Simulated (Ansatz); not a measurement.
Sensitivity of the gradients in CdTe with Sb replacing Te to the input

Cell: a supercell of CdTe (zinc blende type, F-43m) built from a structure deposited in the COD (the entry's cell lengths or inner coordinates differ somewhat from later room-temperature determinations), with all atoms left at the host's positions.

Space group F-43m (No. 216); a = 19.2300 Å.

```
site  Wyckoff  site symmetry       x       y       z
 Cd1      16e            .3m  0.4167  0.0833  0.4167
 Cd3      24g           2.mm  0.7500  0.0833  0.7500
 Cd5      48h            ..m  0.7500  0.9167  0.5833
Cd14       4d           -43m  0.7500  0.7500  0.7500
Cd18      16e            .3m  0.0833  0.5833  0.9167
  Sb       4a           -43m  0.5000  0.0000  0.5000
Te29      48h            ..m  0.6667  0.0000  0.6667
Te32      16e            .3m  0.8333  0.8333  0.6667
Te36      16e            .3m  0.1667  0.6667  0.8333
Te42      24f           2.mm  0.0000  0.6667  0.0000
```

One atom of each set is listed; the run and its k-mesh use a cell of 54 atoms with edges of 13.60, 13.60, 13.60 Å.

Reference run. The numbers come from a DFT calculation in Ansatz (PBE, plane waves and PAW, scalar-relativistic, 420 eV cutoff, Γ-centred 2×2×2 k-points, Fermi–Dirac smearing 0.01 eV, cell charge -1).

Task: The input is changed as follows: `total_charge`: -1 → 0; `accuracy`: not typed → medium. What happens to V_zz (10²¹ V/m²) and η?

Result: 

```csv
site,V_zz reference,η reference,V_zz changed,η changed
Cd1,-5.62,0.00,-2.92,0.00
Cd3,0.82,0.23,-0.29,0.09
Cd5,-0.49,0.95,-0.10,0.53
Cd18,-0.080,0.00,0.044,0.00
Sb,0.00,–,0.00,–
Te29,-5.22,0.17,1.50,0.86
Te32,1.15,0.00,-0.088,0.00
Te36,1.38,0.00,-0.11,0.00
Te42,0.59,0.44,0.17,0.38
```

The largest change of V_zz along a kept axis is on Cd1, from -5.62 to -2.92. The whole tensor moves most on Te29, by 4.98 along its most changed direction. In per cent, |V_zz| changes by -48 on Cd (all sites that start above 2, bar those whose gradient vanishes or changes sign or whose main axis turns by over 40°). Where |V_zz| stays above 0.1 and the axes keep their order, η moves most on Cd5, from 0.95 to 0.53. On Te42 V_xx and V_yy change places (or their axes turn by over 50°), so the two values of η hide a larger change. V_zz changes sign on Te36 (same axis), Te32 (same axis), Cd18 (same axis). On Te29, Cd3 the largest principal value lies along another axis in the second run, so the two V_zz can't be compared directly. Other sites without a gradient aren't listed. The changed cell is neutral, so it isn't the same charge state. It has an odd number of electrons and no spin polarisation, so the extra carrier is shared by both spins and spread out, where a real one carries spin and can localise. The gap no longer holds the Fermi energy in the changed run, so its gradients also hang on the k-mesh and the smearing. SCF iterations: 9 and 14.

On the reference run: The defect repeats with the cell of 54 atoms, so it feels its images: sites between two images don't show the values beside a lone defect, and zeros or small values of η there can come from the images' arrangement. A uniform background compensates the cell's charge. Without spin–orbit coupling the gradients at and beside Te can be off by some per cent, at some sites by more. With a gap of 0.5 eV on this mesh, small gradients can still move by 0.1 × 10²¹ V/m² or more as the k-mesh gets denser. The neighbours have not yet relaxed around the defect (largest force 0.71 eV/Å), so a real crystal will differ.
